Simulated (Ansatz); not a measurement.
Property card for Ta₃Ru

Ta₃Ru:
```yaml
crystal:
  lattice:
    - [0.00000, 3.17215, 3.17215]
    - [3.17215, 0.00000, 3.17215]
    - [3.17215, 3.17215, 0.00000]
  atoms:
    - { symbol: Ta, position: [0.25000, 0.25000, 0.25000] }
    - { symbol: Ta, position: [0.75000, 0.75000, 0.75000] }
    - { symbol: Ta, position: [0.50000, 0.50000, 0.50000] }
    - { symbol: Ru, position: [0.00000, 0.00000, 0.00000] }
```

Space group Fm-3m (No. 225); conventional cell a = b = c = 6.344 Å, α = β = γ = 90.00°.

Method: plane-wave PAW LDA (Ansatz code). Structure relaxed to zero pressure with the same functional. Other levels are named where they apply.

Cell and energy:

| Quantity | Result |
|---|---|
| Volume per atom | 15.96 Å³ |
| Density | 16.75 g/cm³ |
| Formation energy from the elements (no fitted shifts) | -0.22 eV/atom |

Electronic structure:

| Quantity | Value |
|---|---|
| Electronic character | metallic (no gap) |
| Density of states at the Fermi level | 0.53 states/eV per atom (mean over ±0.08 eV) |

Mechanics:

| Quantity | Value |
|---|---|
| Bulk modulus (Birch–Murnaghan fit) | 256 GPa |
| Pressure derivative B′ | 4.2 |
| Elastic constants (relaxed ions, GPa) | C11 = 418, C12 = 174, C44 = 86.5 |
| Mechanical stability | stable (all eigenvalues of C positive) |
| Hill bulk and shear moduli | 256 and 99.3 GPa |
| Young's modulus | 264 GPa |
| Poisson's ratio | 0.33 |
| Debye temperature from the elastic constants | 323 K |

Phonons:

| Property | Value |
|---|---|
| Highest zone-centre frequency | 192 cm⁻¹ |
| Zone-centre stability | no imaginary mode at Γ |

The workflow started from a Materials Project entry (that database holds measured and hypothetical structures alike); the Crystallography Open Database copy checked does not list it. With Ta and Ru taken as one species the cell has the higher symmetry Im-3m, so it may be an ordered model of a mixed-site phase. Whether it is the stable phase at ambient conditions was not checked. Symmetry was held in the LDA relaxation. No spin polarisation was allowed. As this level gives no gap, shear constants depend on the k-mesh and smearing (Fermi–Dirac, 0.1 eV here). As this level gives no gap, phonon frequencies hold no LO–TO term and depend on the k-mesh and smearing (Fermi–Dirac, 0.1 eV here). The references are the lowest solids computed at this level, not always the standard phases. Spin–orbit coupling is left out wherever it is not named.

Potentials: the later of the program's two PAW sets.
